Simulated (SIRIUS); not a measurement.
Input and output of a self-consistent single point for CaP (P-62m, 12 atoms in the cell; from Materials Project mp-1345, changed as shown) (SIRIUS).

Level of theory: LDA (PW92), PseudoDojo 0.4 standard norm-conserving LDA (tails mended) pseudopotentials (plane waves; SIRIUS 7.12.0).

The change in words: lattice scaled by 0.98. Reference geometry (P-62m):
```yaml
crystal:
  lattice:
    - [7.65361, 0.00000, 0.00000]
    - [-3.82680, 6.62822, 0.00000]
    - [0.00000, 0.00000, 5.72148]
  atoms:
    - { symbol: Ca, position: [0.00000, 0.64260, 0.50000] }
    - { symbol: Ca, position: [0.64260, 0.00000, 0.50000] }
    - { symbol: Ca, position: [0.35740, 0.35740, 0.50000] }
    - { symbol: Ca, position: [0.00000, 0.30822, 0.00000] }
    - { symbol: Ca, position: [0.30822, 0.00000, 0.00000] }
    - { symbol: Ca, position: [0.69178, 0.69178, 0.00000] }
    - { symbol: P, position: [0.66667, 0.33333, 0.20045] }
    - { symbol: P, position: [0.66667, 0.33333, 0.79955] }
    - { symbol: P, position: [0.33333, 0.66667, 0.20045] }
    - { symbol: P, position: [0.33333, 0.66667, 0.79955] }
    - { symbol: P, position: [0.00000, 0.00000, 0.69531] }
    - { symbol: P, position: [0.00000, 0.00000, 0.30469] }
```

Reference input (self-consistent single point, DFT, LDA (PW92), plane waves, PseudoDojo 0.4 standard norm-conserving LDA (tails mended) pseudopotentials): parameters.ngridk = 3 3 3; parameters.xc_functionals = [XC_LDA_X, XC_LDA_C_PW]; parameters.gk_cutoff = 8.485 1/bohr; parameters.pw_cutoff = 16.971 1/bohr; parameters.smearing = fermi_dirac; parameters.smearing_width = 0.000367493 Ha; potentials = PseudoDojo 0.4 standard norm-conserving LDA (tails mended) pseudopotentials; parameters.electronic_structure_method = pseudopotential; parameters.num_bands = 54; parameters.num_mag_dims = 0; parameters.num_dft_iter = 100; parameters.energy_tol = 1e-07 Ha. This run's input differs from it in these lines:

```diff
@@ -32,5 +32,5 @@
     "lattice_vectors": [
-      [14.4632267647, 0.0, 0.0],
-      [-7.2316133823, 12.5255223835, 0.0],
-      [0.0, 0.0, 10.8120302275]
+      [14.1739626073, 0.0, 0.0],
+      [-7.0869813037, 12.2750127295, 0.0],
+      [0.0, 0.0, 10.5957888671]
     ],
@@ -44,16 +44,16 @@
       "Ca": [
-        [-4.6470347595, 8.0489006836, 5.4060151138],
-        [9.294069519, 0.0, 5.4060151138],
-        [2.5845786229, 4.4766216999, 5.4060151138],
-        [-2.2289278767, 3.860616509, 0.0],
-        [4.4578557534, 0.0, 0.0],
-        [5.0026855056, 8.6649058745, 0.0]
+        [-4.5540941857, 7.88792318, 5.2978944335],
+        [9.1081883715, 0.0, 5.2978944335],
+        [2.5328871179, 4.3870895495, 5.2978944335],
+        [-2.1843493774, 3.7834044235, 0.0],
+        [4.3686987548, 0.0, 0.0],
+        [4.9026319263, 8.491608306, 0.0]
       ],
       "P": [
-        [7.231620614, 4.1751699527, 2.1672714591],
-        [7.231620614, 4.1751699527, 8.6447587684],
-        [-7.2316e-06, 8.3503524308, 2.1672714591],
-        [-7.2316e-06, 8.3503524308, 8.6447587684],
-        [0.0, 0.0, 7.5177127375],
-        [0.0, 0.0, 3.29431749]
+        [7.0869883907, 4.0916668182, 2.1239258784],
+        [7.0869883907, 4.0916668182, 8.4718629887],
+        [-7.087e-06, 8.1833459113, 2.1239258784],
+        [-7.087e-06, 8.1833459113, 8.4718629887],
+        [0.0, 0.0, 7.3673579572],
+        [0.0, 0.0, 3.2284309099]
       ]
```

Output, abridged:

```
[find] density tolerance         : 1e-06
[find] total energy tolerance    : 1e-07
[find] iter_solver_tol (initial) : 0.01
[find] iter_solver_tol (target)  : 1e-13
[find] num_dft_iter              : 100
Charges and magnetic moments
--------------------------------------------------------------------------------
total charge          : 90.000000
[find] | SCF iteration   0 out of 100|
[diagonalize] iterative solver tolerance (occupied, empty): 0.01 0.01
[diagonalize] average number of iterations: 7.5
[find] Charges and magnetic moments
[find] total charge          : 90.000000
[find] Energy
   [... lines left out ...]

[find] Charges and magnetic moments
[find] total charge          : 90.000000
[find] Energy
[find] smearing (-TS)                 :      -0.00000000
[find] Total energy                   :    -274.29548305 (Ha),    -548.59096609 (Ry)
[find] Free energy (E-TS)             :    -274.29548305 (Ha),    -548.59096609 (Ry)
[find] band gap (eV)                  :       0.44022904
[find] Efermi                         :       0.28860574
[find] iteration : 23, RMS (target) : 3.3756e-07 (1.0000e-06) , energy difference (target) : -6.3665e-12 (1.0000e-07)
[find] bands are converged : true
[find] iterative solver converged : true
[find] converged after 24 SCF iterations!
[find] Charges and magnetic moments
[find] total charge          : 90.000000
[find] Energy
[find] smearing (-TS)                 :      -0.00000000
[find] Total energy                   :    -274.29548305 (Ha),    -548.59096609 (Ry)
[find] Free energy (E-TS)             :    -274.29548305 (Ha),    -548.59096609 (Ry)
[find] band gap (eV)                  :       0.44022904
[find] Efermi                         :       0.28860574
[ground_state] === stress tensor components [kbar] ===
[ground_state] === stress_total ===
[ground_state]     7.896082    0.000000   -0.000000
[ground_state]     0.000000    7.896081   -0.000000
[ground_state]    -0.000000   -0.000000   -0.585023
[ground_state] ==== total Forces in Ha/bohr =====
   [... lines left out ...]
[ground_state] atom:    7, force:      -0.0000000      0.0000000     -0.0088462
[ground_state] atom:    8, force:      -0.0000000     -0.0000000      0.0088462
[ground_state] atom:    9, force:      -0.0000000      0.0000000     -0.0088462
[ground_state] atom:   10, force:       0.0000000     -0.0000000      0.0095065
[ground_state] atom:   11, force:      -0.0000000     -0.0000000     -0.0095065
```

The run converged in 24 iterations. SIRIUS prints the stress tensor with tension positive. Against the reference run the free energy drops by 20.1 meV/atom, the pressure goes from -3.85 to -0.51 GPa and the largest force goes from 0.215 to 0.489 eV/Å.

The structure comes from a collection of computed structures, made at another level of theory; the collection holds predicted forms beside known ones.

Cost on one core: about 2.3 core-minutes (a rough figure).

The gap that the log prints is read on the run's mesh, which can miss the band edges or a crossing.

“Tails mended”: in these copies of the files the far tail of each local potential was reset to the Coulomb form.
